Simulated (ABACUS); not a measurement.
Worked example: self-consistent single point of InSb (F-43m, 8 atoms in the cell; from Materials Project mp-20012) in ABACUS.

Computed with LDA (PW92), PseudoDojo 0.4 standard norm-conserving LDA (tails mended) pseudopotentials (plane waves; ABACUS).

```xyz
8
Lattice="6.6332 0.0000 0.0000 0.0000 6.6332 0.0000 0.0000 0.0000 6.6332" Properties=species:S:1:pos:R:3 pbc="T T T"
In     0.0000     0.0000     0.0000
In     0.0000     3.3166     3.3166
In     3.3166     0.0000     3.3166
In     3.3166     3.3166     0.0000
Sb     1.6583     1.6583     4.9749
Sb     1.6583     4.9749     1.6583
Sb     4.9749     1.6583     1.6583
Sb     4.9749     4.9749     4.9749
```

Reference input (self-consistent single point, DFT, LDA (PW92), plane waves, PseudoDojo 0.4 standard norm-conserving LDA (tails mended) pseudopotentials): KPT = MP 3 3 3 0 0 0; basis_type = pw; dft_functional = PWLDA; ecutwfc = 84 Ry; smearing_method = fd; smearing_sigma = 0.00999582 Ry; potentials = PseudoDojo 0.4 standard norm-conserving LDA (tails mended); symmetry = 1; symmetry_prec = 1e-05; ks_solver = dav; scf_nmax = 100; scf_thr = 1.0e-09 Ry. This run's input differs from it in these lines:

```diff
@@ -54,3 +54,3 @@
 MP
-3 3 3 0 0 0
+5 5 5 0 0 0
```

The program printed (abridged):

```
 SELF-CONSISTENT
 -------------------------------------------

                                 init_chg = atomic

 PW ALGORITHM --------------- ION=   1  ELEC=   1--------------------------------

 Notice: Threshold on eigenvalues was too large.

 Density error is 0.125492910656
                          Error Threshold = 0.000110911780787
 E_KohnSham     -1255.6421565161     -17083.8879776275
 E_Fermi        0.4718066846         6.4192592655

 PW ALGORITHM --------------- ION=   1  ELEC=   2--------------------------------

 Density error is 0.0140434041727
                          Error Threshold = 0.000112047241657
   [... lines left out ...]

 Density error is 1.36309054734e-09
                          Error Threshold = 1.01846957036e-11
 E_KohnSham     -1255.6652093912     -17084.2016280838
 E_Fermi        0.4871318545         6.6277688982

 PW ALGORITHM --------------- ION=   1  ELEC=   8--------------------------------

 Density error is 1.64275288539e-10
                          Error Threshold = 1.21704513156e-12
 E_KohnSham     -1255.6652093915     -17084.2016280875
 E_KS(sigma->0) -1255.6639452525     -17084.1844285941
 E_entropy(-TS) -0.0025282780        -0.0343989868
 E_Fermi        0.4871328307         6.6277821800
 charge density convergence is achieved
 final etot is -17084.201628 eV
 EFERMI = 6.62778218 eV

 STATE ENERGY(eV) AND OCCUPATIONS    NSPIN == 1
   [... 65 lines left out ...]

 TOTAL-FORCE (eV/Angstrom)
                       In1         0.0000000000         0.0000000000         0.0000000000
                       In2         0.0000000000         0.0000000000         0.0000000000
                       In3         0.0000000000         0.0000000000         0.0000000000
                       In4         0.0000000000         0.0000000000         0.0000000000
                       Sb1        -0.0003017413        -0.0003017413         0.0003017413
                       Sb2        -0.0003017413         0.0003017413        -0.0003017413
                       Sb3         0.0003017413        -0.0003017413        -0.0003017413
   [... lines left out ...]

 TOTAL-STRESS (KBAR)
       -32.0498519112         0.0000000000         0.0000000000
        -0.0000000000       -32.0498519112         0.0000000000
         0.0000000000         0.0000000000       -32.0498519112
 TOTAL-PRESSURE: -32.049852 KBAR

 --------------------------------------------
 !FINAL_ETOT_IS -17084.2016280875141092 eV
 --------------------------------------------
```

The run converged in 8 iterations. Against the reference run the free energy falls by 9.5 meV/atom and the pressure goes from -3.10 to -3.20 GPa.

This run is one point of a test of settings, so its values need not be converged; read them against the reference run alone. The structure comes from a collection of computed structures, made at another level of theory; the collection holds predicted forms beside known ones.

Cost on one core: around 4 core-minutes (rough).

“Tails mended”: in these copies of the files the far tail of each local potential was reset to the Coulomb form.
